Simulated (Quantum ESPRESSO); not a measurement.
```
K2Te
1.0
    0.00000     4.08506     4.08506
    4.08506     0.00000     4.08506
    4.08506     4.08506     0.00000
K Te
2 1
Direct
  0.75000   0.75000   0.75000
  0.25000   0.25000   0.25000
  0.00000   0.00000   0.00000
```

The PBEsol cell relaxed from Materials Project entry mp-1747 was given an isotropic strain of +1 % on all lattice vectors, and the atoms were relaxed again.

What does PBEsol (pw.x of Quantum ESPRESSO, ONCV potentials, no spin-orbit coupling) give for the electronic structure near the Fermi level?

The PBEsol gap is indirect, 2.10 eV, from L to Γ; the smallest direct gap is 2.15 eV. Another valence extremum on the path lies within 0.02 eV, too close to call. Spin-orbit coupling is left out, which matters for elements this heavy: edges can move by tenths of an eV.
